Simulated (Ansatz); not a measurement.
## Fields on a plane of Sr(GaH)2 (space group P-3m1)

```xyz
5
Lattice="4.3517 0.0000 0.0000 -2.1759 3.7687 0.0000 0.0000 0.0000 4.5747" Properties=species:S:1:pos:R:3 pbc="T T T"
Sr     0.0000     0.0000     0.0000
Ga     0.0000     2.5125     2.1297
Ga     2.1759     1.2562     2.4450
H      0.0000     2.5125     0.4361
H      2.1759     1.2562     4.1386
```

The slice is a (-1 1 0 2) plane (indices of the conventional cell) through the point (0.667, 0.333, 0.905) (fractional), spanned by u = [110] and v = [1 -1 1] in vectors of this cell: u (4.35 Å) and v (8.82 Å, at 90° to u). It covers one period; positions are fractions (u, v).

Atoms on it: H at (0.50, 0.17), 0.1 Å off the plane; H at (0.00, 0.00). Other atoms lie within 1 Å of the plane.

All values below come from PBEsol (plane waves to 420 eV, PAW, scalar-relativistic; Ansatz, a first-principles code). k mesh 9×9×7. Inside the PAW spheres the values are not all-electron values, and peaks at nuclei hang on which shells count as valence. Sr(GaH)2 was relaxed with its symmetry unable to fall.

```
|999966000022442200006699|
|777733001155665511003377|
|332211001144664411001122|
|332211000011221100001122|
|444433110000000000113344|
|333344331100000011334433|
|222233444422222244443322|
|001122445544334455442211|
|000022555533223355552200|
|112233663322112233663322|
|222244553311001133554422|
|334455552222112222555544|
|112233443322222233443322|
|000000224433333344220000|
|000000002233443322000000|
|553300001122222211000033|
|776622001133333311002266|
|776622003377887733002266|
|554400006699999966000044|
|000000118899xx9988110000|
|000000006699999966000000|
|886622001155665511002266|
|999977110000000000117799|
|xx9988110000000000118899|
```
Scale: ten equal steps from 0.04 (start of '0') to 1.00 (end of '9'), in the order '0123456789'. Values: electron localisation function (ELF). The map has 12 points along u (two characters each, u = 0 at the left) and 24 along v (v = 0 in the bottom row). Points within 0.3 Å of a nucleus are blanked (x), as the pseudised field means little there.

| v \ u | 0.00 | 0.17 | 0.33 | 0.50 | 0.67 | 0.83 |
|---|---|---|---|---|---|---|
| 0.88 | 6.7 | 6.1 | 0.9 | <-1.0 | 0.9 | 6.1 |
| 0.75 | 1.0 | 5.2 | 6.8 | 6.0 | 6.8 | 5.2 |
| 0.62 | x | <-1.0 | 3.4 | <-1.0 | 3.4 | <-1.0 |
| 0.50 | 5.0 | 6.3 | <-1.0 | x | <-1.0 | 6.3 |
| 0.38 | 1.7 | 4.4 | 6.8 | 6.9 | 6.8 | 4.4 |
| 0.25 | <-1.0 | <-1.0 | 5.8 | x | 5.8 | <-1.0 |
| 0.12 | 5.1 | 6.5 | 7.0 | x | 7.0 | 6.5 |
| 0.00 | x | 5.7 | 4.6 | 2.0 | 4.6 | 5.7 |

Values: electrostatic potential energy of an electron, from the cell's mean, in eV. Points within 0.7 Å of a nucleus are blanked (x), as the pseudised field means little there. Values under -1 eV are set to -1. The zero, the cell's mean, hangs on the PAW cores.
